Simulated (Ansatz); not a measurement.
Calculated ²⁰⁹Bi NMR of the central transition for ZnBiF5

Cell: a computed structure from the Materials Project (it need not be an observed phase), taken as it stands.

Space group C2/c (No. 15); a = 9.3665, b = 6.8103, c = 8.5978 Å, β = 117.97°.

```
site  Wyckoff  site symmetry       x       y       z
  Zn       4e              2  0.5000  0.0081  0.7500
  Bi       4a             -1  0.0000  0.0000  0.5000
  F5       4e              2  0.5000  0.6396  0.2500
  F7       8f              1  0.2697  0.9430  0.1470
  F9       8f              1  0.5253  0.1899  0.4354
```

One atom of each set is listed; the run and its k-mesh use a cell of 14 atoms with edges of 5.79, 5.79, 8.60 Å.

The numbers come from a DFT calculation in Ansatz (PBE, plane waves and PAW, with spin–orbit coupling, 420 eV cutoff, Γ-centred 4×4×3 k-points, Fermi–Dirac smearing 0.02 eV).

²⁰⁹Bi has I = 9/2 and Q = -516.0 mb (Pyykkö 2018); at 9.4 T its Larmor frequency is ν₀ = 65.4 MHz (from the bare nuclear moment; shielding lowers the observed one by a per cent or two). Only the quadrupole interaction is simulated: positions count from each site's isotropic chemical shift, and shift anisotropy, dipolar and J coupling are left out.

Simulated pattern of one Bi site (static powder, Gaussian broadening 400 kHz):

```tsv
offset (kHz)	height
-7218.8	0
-6735.9	9
-6252.9	24
-5770.0	26
-5287.1	27
-4804.1	28
-4321.2	30
-3838.2	32
-3355.3	34
-2872.4	37
-2389.4	40
-1906.5	45
-1423.5	51
-940.6	60
-457.7	81
25.3	100
508.2	80
991.2	42
1474.1	28
1957.0	25
2440.0	23
2922.9	21
3405.9	8
3888.8	0
```

Question: Which |C_Q| and η does the pattern imply?

Answer: The pattern spans 9993 kHz before broadening and its centre of gravity is at -1333 kHz, which fixes P_Q; the places of the horns and steps fix η. That gives P_Q = 251 MHz, |C_Q| = 220 MHz and η = 0.94. The sign of C_Q can't be read from the pattern.

The largest force is 0.4 eV/Å, so the atoms aren't at the calculated equilibrium and relaxing them would move these values. Newer work puts Q(²⁰⁹Bi) near −420 mb, which would lower these couplings by about a fifth.
